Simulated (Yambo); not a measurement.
Yambo run on RhCuO2 (space group R-3m, No. 166). The wavefunctions are PBEsol (Quantum ESPRESSO, PseudoDojo norm-conserving, 92 Ry, scalar-relativistic) ones on a 4×4×4 mesh (24 occupied bands); a = b = c = 5.910 Å, α = β = γ = 30.12°.

Yambo input:

```
rim_cut
gw0
dyson
el_el_corr
HF_and_locXC
cohsex
em1s
RandQpts= 1000000
RandGvec= 1 Ry
EXXRLvcs= 92 Ry
VXCRLvcs= 368 Ry
Chimod= "HARTREE"
% BndsRnXs
 9 | 101 |
%
NGsBlkXs= 8 Ry
% LongDrXs
 1.0 | 1.0 | 1.0 |
%
ExtendOut
% QPkrange
 7 | 7 | 24 | 24 |
 11 | 11 | 24 | 25 |
%
```

k points by index: 7 = F, 11 = (0.25, -0.5, -0.5).

Table of the .qp output:

```
#    K-point    Band    Eo [eV]    E [eV]    E-Eo [eV]    Vxc [eV]    Vnlxc [eV]    Sc|Eo [eV]    Re(Z)    Im(Z)
#
    7    24    0.000000    -1.471734    -1.471734    -25.66409    -30.74119    3.605364    1.000000    0.000000
    11    24    -0.028478    -1.653420    -1.624943    -22.85382    -27.92743    3.448669    1.000000    0.000000
    11    25    1.179608    0.696194    -0.483414    -23.21909    -19.29405    -4.408449    1.000000    0.000000
```
(The two width columns are left out.) Convergence of these settings isn't established.

Spin-orbit coupling is not included.

Geometry relaxed with PBEsol.
